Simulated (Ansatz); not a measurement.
Relaxing a structure of NiGe

The start is a generated cell, NiGe built in the AFLOW prototype AB_hP12_186_a2b_a2b (B6, as in SiC). The structure is fully relaxed (lattice and positions, P = 0) with r2SCAN (plane waves to 500 eV, PAW, scalar-relativistic; Ansatz, an electronic-structure program). The first steps use a coarse 6×6×2 k-mesh.

Input geometry:
```
CELL_PARAMETERS angstrom
      3.38733     0.00000     0.00000
     -1.69367     2.93352     0.00000
      0.00000     0.00000    16.62149
ATOMIC_POSITIONS crystal
  Ge 0.00000 0.00000 0.00000
  Ge 0.00000 0.00000 0.50000
  Ge 0.66667 0.33333 0.83325
  Ge 0.33333 0.66667 0.33325
  Ge 0.66667 0.33333 0.16650
  Ge 0.33333 0.66667 0.66650
  Ni 0.00000 0.00000 0.87460
  Ni 0.00000 0.00000 0.37460
  Ni 0.66667 0.33333 0.70785
  Ni 0.33333 0.66667 0.20785
  Ni 0.66667 0.33333 0.04150
  Ni 0.33333 0.66667 0.54150
```
Spin-polarised start, with parallel moments on Ni.

```yaml
initial_pressure: "+50 GPa (positive: the cell is compressed)"
outcome: The space group stays P6₃mc (No. 186) (the run could not lower it), with 12 atoms in the primitive cell
moments_at_the_end: zero (the starting moments vanished)
optimiser_moves: 28
```

Final values are on a 15×15×2 k-mesh of the relaxed cell. No spin polarisation in the result: the starting moments vanished. A magnetic state may lie lower.

The run could not lose the symmetry of its start: the end is stationary, and may be a saddle point rather than a minimum.

The relaxed structure here is a generated cell of NiGe: the first start was made by placing the elements on the sites of a structure type, and the end was not matched to a known phase here, so it may be hypothetical.
